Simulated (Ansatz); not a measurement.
Space group Pnma (No. 62). a = 5.828 Å, b = 8.221 Å, c = 5.810 Å, α = 90.00°, β = 90.00°, γ = 90.00°
```tsv
atom	site	symmetry	x	y	z
Zr	4a	-1	0.0000	0.0000	0.0000
Pb	4c	.m.	0.5201	0.2500	0.0064
O	4c	.m.	0.0115	0.7500	0.0716
O	8d	1	0.2847	0.0377	0.2149
```

Equation of state of this ZrPbO$_{3}$ structure (not necessarily the ground state), with shape and atoms relaxed at each volume where symmetry leaves them free. Level of theory: DFT PBEsol, scalar-relativistic, plane waves, PAW in Ansatz 0.2.0.

Cutoff 420 eV; k points 4×4×4 on the computed 20-atom cell (Γ-centred); Gaussian smearing, width 0.02 eV; no spin polarisation.

```json
{"V (Å³/atom)": "12.249", "E − E(largest V) (meV/atom)": "123.54", "P (GPa)": "27.74", "gap on mesh (eV)": "2.34"}
{"V (Å³/atom)": "12.666", "E − E(largest V) (meV/atom)": "62.72", "P (GPa)": "19.13", "gap on mesh (eV)": "2.47"}
{"V (Å³/atom)": "13.084", "E − E(largest V) (meV/atom)": "22.81", "P (GPa)": "11.74", "gap on mesh (eV)": "2.53"}
{"V (Å³/atom)": "13.501", "E − E(largest V) (meV/atom)": "0.65", "P (GPa)": "5.42", "gap on mesh (eV)": "2.58"}
{"V (Å³/atom)": "13.919", "E − E(largest V) (meV/atom)": "-6.17", "P (GPa)": "0.00", "gap on mesh (eV)": "2.61"}
{"V (Å³/atom)": "14.336", "E − E(largest V) (meV/atom)": "0.00", "P (GPa)": "-4.64", "gap on mesh (eV)": "2.61"}
```

Problem. Fit a third-order Birch–Murnaghan equation to E(V).

Solution. V0 = 13.92 Å³/atom, B0 = 167 GPa, B0' = 4.1.

Spin-orbit coupling is left out, which matters for the bands of heavy elements.

The gaps are read on the mesh, which can miss the band edges, so they can be too wide.

Cost: 6 runs of about 86 core-minutes in all, on AMD EPYC (Zen 3) (shared hosts).